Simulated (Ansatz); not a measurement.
Relaxed Al₂Cu (Al2Cu type, space group I4/mcm):

```xyz
6
Lattice="-3.0297 3.0297 2.4370 3.0297 -3.0297 2.4370 3.0297 3.0297 -2.4370" Properties=species:S:1:pos:R:3 pbc="T T T"
Al     0.9591     3.9888     0.0000
Al     0.9591     2.0706     2.4370
Al     2.0706     0.9591     0.0000
Al     2.0706    -0.9591     2.4370
Cu     0.0000     0.0000     1.2185
Cu     0.0000     0.0000     3.6555
```

In each cell atom 1 (Al, nearest neighbour Cu at 2.587 Å; its periodic images, 4.9 Å or more away, move with it) moves by s·(-0.371, 0.800, -0.471) (towards the nearest neighbour), the rest being held.

Computed with PBE (plane waves to 420 eV, PAW, scalar-relativistic; Ansatz, an electronic-structure program). k mesh 10×10×10 (Γ-centred), Fermi-Dirac smearing 0.05 eV. The energy includes the smearing's −TS. With partly filled bands, energies and forces of such displacements shift with the k mesh and the smearing. Al2Cu is run without spin polarisation. Al2Cu was relaxed with its symmetry unable to fall. The PAW data are Ansatz's earlier set. ΔE is measured from the undisplaced structure. The last digit holds for this mesh only.

```json
[
 {"s (Å)": "-0.260", "ΔE (meV/cell)": "withheld"},
 {"s (Å)": "-0.208", "ΔE (meV/cell)": "112.5"},
 {"s (Å)": "-0.156", "ΔE (meV/cell)": "63.9"},
 {"s (Å)": "-0.104", "ΔE (meV/cell)": "28.9"},
 {"s (Å)": "-0.052", "ΔE (meV/cell)": "7.5"},
 {"s (Å)": "0.000", "ΔE (meV/cell)": "0.0"},
 {"s (Å)": "0.052", "ΔE (meV/cell)": "7.1"},
 {"s (Å)": "0.104", "ΔE (meV/cell)": "29.9"},
 {"s (Å)": "0.156", "ΔE (meV/cell)": "69.7"},
 {"s (Å)": "0.208", "ΔE (meV/cell)": "128.2"},
 {"s (Å)": "0.260", "ΔE (meV/cell)": "207.5"}
]
```

### Question
Fit a polynomial form (powers 2, 3, 4) to the given rows and predict ΔE at s = -0.260.

### Answer
Least squares on the 10 given rows: ΔE = (2682)·s² + (860.2)·s³ + (2398)·s⁴, in meV/cell with s in Å; root-mean-square residual 0.33 meV/cell. At -0.260 the fit gives 177.1 meV/cell; the calculation gives 174.7 meV/cell, so the extrapolation is off by 2.4 (+1.4 %). The quadratic term alone would give 181.3 meV/cell.

(A displaced cell: forces are minus the slopes of the energy, force constants its curvatures, and phonons follow from these.)
